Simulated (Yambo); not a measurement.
A G0W0@PBE run in Yambo for BN (space group P6_3/mmc, No. 194) (6×6×2 Γ-centred k mesh, 31 bands and a 6 Ry block in the screening, 31 bands in G with the Bruneval-Gonze terminator, plasmon pole fitted at 27.2 eV) gives these matrix elements, in eV, at the band edges (H → M):

```csv
state,E0,<Vxc>,<Σx>,<Σc(E0)>,Z
valence edge,0.000,-16.630,-19.952,2.826,0.815
conduction edge,4.300,-10.297,-5.410,-3.758,0.844
```

Problem. Solve the linearised quasiparticle equation for both states, give the gap, and say how exchange and correlation each act on it.

Solution. E = E0 + Z(Σx + Σc − Vxc). Valence: 0.000 + 0.815 × (-19.952 + (2.826) − (-16.630)) = -0.40 eV. Conduction: 4.300 + 0.844 × (-5.410 + (-3.758) − (-10.297)) = 5.25 eV. The gap is 5.66 eV, against 4.30 eV in PBE. Replacing Vxc by bare exchange alone would open it by 8.21 eV; correlation takes back 6.58 eV of that, and Z scales what is left. Convergence of the G0W0 settings was not tested. 

Geometry relaxed with PBE+D3(BJ); primitive cell a = b = 2.505 Å, c = 6.610 Å, α = β = 90.00°, γ = 120.00°.
